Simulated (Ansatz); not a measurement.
InAs (zinc blende)

```
CELL_PARAMETERS angstrom
      0.00000     3.09331     3.09331
      3.09331     0.00000     3.09331
      3.09331     3.09331     0.00000
ATOMIC_POSITIONS crystal
  As 0.75000 0.75000 0.75000
  In 0.00000 0.00000 0.00000
```

The relaxed cell is deformed in two ways at once: its volume V is scaled, and at that volume it is stretched along z (the c axis of the conventional cell) so that c/a changes. Fractional atomic positions are held.

Computed with PBE (plane waves to 420 eV, PAW, scalar-relativistic; Ansatz, a first-principles code). k mesh 9×9×9 (Γ-centred), Fermi-Dirac smearing 0.05 eV. Stress and pressure are positive under compression. With partly filled bands, the response to shear is sensitive to the k mesh, so small differences along c/a are uncertain. At this level the bands of InAs touch or barely overlap; measurements give the solid a gap. InAs was relaxed with its symmetry unable to fall. The PAW data are Ansatz's earlier set. 

### Question
Give the computed σzz − σxx (GPa) at all points of the grid V/V₀ = 0.920, 0.960, 1.000, 1.040, 1.080 by (c/a)/(c/a)₀ = 0.960, 0.980, 1.000, 1.020, 1.040.

### Answer
σzz − σxx (GPa), with V/V₀ across and (c/a)/(c/a)₀ down:

```csv
(c/a)/(c/a)₀ \ V/V₀,0.920,0.960,1.000,1.040,1.080
0.960,1.1,1.2,1.2,1.3,1.3
0.980,0.6,0.6,0.6,0.6,0.6
1.000,0.0,0.0,0.0,0.0,0.0
1.020,-0.6,-0.7,-0.7,-0.7,-0.7
1.040,-1.3,-1.4,-1.4,-1.4,-1.4
```

(Under strain, the slope of the energy per volume gives the stress and its curvature an elastic modulus.)
